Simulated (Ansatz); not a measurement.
Molecular dynamics on a 2×2×2 supercell (32 atoms) of AlGaN2 (ordering on rocksalt), relaxed with r2SCAN. Forces come from r2SCAN in Ansatz 0.2.0: constant energy and volume (NVE), velocities drawn at 200 K, steps of 1 fs. Classical nuclei, no spin polarisation; a few dozen steps show the first response, not equilibrium. The structure comes from a prototype and may be hypothetical.

```yaml
crystal:
  lattice:
    - [5.8451300317, 0.0, 0.0]
    - [0.0, 5.8451300317, 0.0]
    - [0.0, 0.0, 8.2744587813]
  atoms:
    - { symbol: Al, position: [0.0, 0.0, 0.0] }
    - { symbol: "N", position: [0.0, 0.0, 0.25] }
    - { symbol: Ga, position: [0.25, 0.25, 0.25] }
    - { symbol: "N", position: [0.25, 0.25, 0.0] }
    - { symbol: Al, position: [0.0, 0.0, 0.5] }
    - { symbol: "N", position: [0.0, 0.0, 0.75] }
    - { symbol: Ga, position: [0.25, 0.25, 0.75] }
    - { symbol: "N", position: [0.25, 0.25, 0.5] }
    - { symbol: Al, position: [0.0, 0.5, 0.0] }
    - { symbol: "N", position: [0.0, 0.5, 0.25] }
    - { symbol: Ga, position: [0.25, 0.75, 0.25] }
    - { symbol: "N", position: [0.25, 0.75, 0.0] }
    - { symbol: Al, position: [0.0, 0.5, 0.5] }
    - { symbol: "N", position: [0.0, 0.5, 0.75] }
    - { symbol: Ga, position: [0.25, 0.75, 0.75] }
    - { symbol: "N", position: [0.25, 0.75, 0.5] }
    - { symbol: Al, position: [0.5, 0.0, 0.0] }
    - { symbol: "N", position: [0.5, 0.0, 0.25] }
    - { symbol: Ga, position: [0.75, 0.25, 0.25] }
    - { symbol: "N", position: [0.75, 0.25, 0.0] }
    - { symbol: Al, position: [0.5, 0.0, 0.5] }
    - { symbol: "N", position: [0.5, 0.0, 0.75] }
    - { symbol: Ga, position: [0.75, 0.25, 0.75] }
    - { symbol: "N", position: [0.75, 0.25, 0.5] }
    - { symbol: Al, position: [0.5, 0.5, 0.0] }
    - { symbol: "N", position: [0.5, 0.5, 0.25] }
    - { symbol: Ga, position: [0.75, 0.75, 0.25] }
    - { symbol: "N", position: [0.75, 0.75, 0.0] }
    - { symbol: Al, position: [0.5, 0.5, 0.5] }
    - { symbol: "N", position: [0.5, 0.5, 0.75] }
    - { symbol: Ga, position: [0.75, 0.75, 0.75] }
    - { symbol: "N", position: [0.75, 0.75, 0.5] }
kpoints:
  mp_grid: { grid: [2, 2, 2] }
hamiltonian:
  xc: r2scan
scf:
  occupations: { method: fermi_dirac, width: 0.02 }
md:
  ensemble: nve
  temperature: 200
  timestep: 1.0
  n_steps: 20
  initial_velocities: maxwell_boltzmann
  seed: 5286
```

Command: `ansatz run input.yaml --threads 4 --pin off --max-ram 3686MiB --backend cpu --events-out ev --progress --plain --runs-dir out`. It took 5 min on 4 threads of Arm Neoverse N1, with other jobs on the host; peak host memory 1.9 GiB.

```
step  t (fs)  T (K)  free energy F from step 0 (meV/atom)  kinetic energy (meV/atom)  largest force (eV/Å)
   0       0    200                                   0.0                       25.0                  0.00
   1       1    199                                   0.2                       24.9                  0.16
   2       2    194                                   0.7                       24.3                  0.31
   3       3    188                                   1.6                       23.5                  0.46
   4       4    179                                   2.7                       22.4                  0.60
   5       5    168                                   4.1                       21.0                  0.73
   6       6    155                                   5.6                       19.5                  0.84
   7       7    142                                   7.3                       17.8                  0.94
   8       8    129                                   8.9                       16.1                  1.03
   9       9    116                                  10.6                       14.5                  1.10
  10      10    103                                  12.1                       12.9                  1.16
  11      11     92                                  13.5                       11.6                  1.19
  12      12     83                                  14.7                       10.3                  1.21
  13      13     75                                  15.7                        9.4                  1.22
  14      14     69                                  16.5                        8.6                  1.21
  15      15     65                                  17.0                        8.1                  1.24
  16      16     63                                  17.2                        7.9                  1.25
  17      17     62                                  17.3                        7.8                  1.26
  18      18     63                                  17.2                        7.9                  1.26
  19      19     65                                  16.9                        8.1                  1.26
  20      20     67                                  16.6                        8.4                  1.25
```

The temperature starts at 200 K, is lowest at step 17 (62 K, 17 fs) and ends at 67 K. The atoms start on their lattice sites with kinetic energy alone, so much of it first passes into potential energy. The conserved energy stays within 0.04 meV an atom. By the last step the atoms have moved 0.06 Å in the root mean square, the drift of the whole cell taken out, 0.12 Å at most.

Positions (Å) and forces (eV/Å) at step 20:
```
Al  -0.010   0.074   0.005     0.010  -0.758   0.077
N    0.042  -0.018   2.041    -0.483  -0.045   0.223
Ga   1.437   1.497   2.071     0.543  -0.559   0.169
N    1.455   1.479   0.024     0.257   0.058  -0.085
Al   0.007   0.016   4.110    -0.057  -0.365   0.163
N   -0.058  -0.055   6.190     0.482   0.082   0.283
Ga   1.468   1.435   6.228     0.015   0.196  -0.466
N    1.479   1.435   4.103     0.108  -0.023   0.253
Al   0.055   2.976   0.079    -0.657  -0.474  -0.945
N    0.000   2.890   2.081     0.107   0.480   0.061
Ga   1.468   4.401   2.067    -0.008   0.139   0.019
N    1.506   4.354   0.018    -0.452   0.158  -0.070
Al   0.002   2.904   4.151     0.354   0.081   0.042
N    0.036   2.847   6.187     0.087   0.690   0.059
Ga   1.443   4.338   6.180    -0.175   0.159   0.163
N    1.435   4.371   4.116     0.391   0.079  -0.067
Al   2.914   0.020  -0.022     0.198  -0.110   0.548
N    2.955   0.017   2.029    -0.217  -0.155   0.493
Ga   4.381   1.502   2.098    -0.004  -0.861  -0.600
N    4.419   1.390  -0.021    -0.618   0.779   0.190
Al   2.888  -0.024   4.068     0.201   0.414   0.460
N    2.830  -0.023   6.272     0.602  -0.048  -0.645
Ga   4.417   1.448   6.193    -0.363   0.146   0.282
N    4.428   1.427   4.138    -0.421   0.123  -0.105
Al   2.915   2.950   0.014     0.562  -0.452  -0.230
N    2.980   2.932   2.083    -0.784  -0.063  -0.003
Ga   4.371   4.380   2.050     0.401   0.595   0.094
N    4.391   4.319   0.040     0.206   0.210  -0.783
Al   2.992   2.960   4.124    -0.756  -0.693   0.263
N    2.945   2.894   6.153     0.098   0.255   0.470
Ga   4.339   4.398   6.226     0.325  -0.307   0.064
N    4.368   4.365   4.158     0.047   0.269  -0.378
```
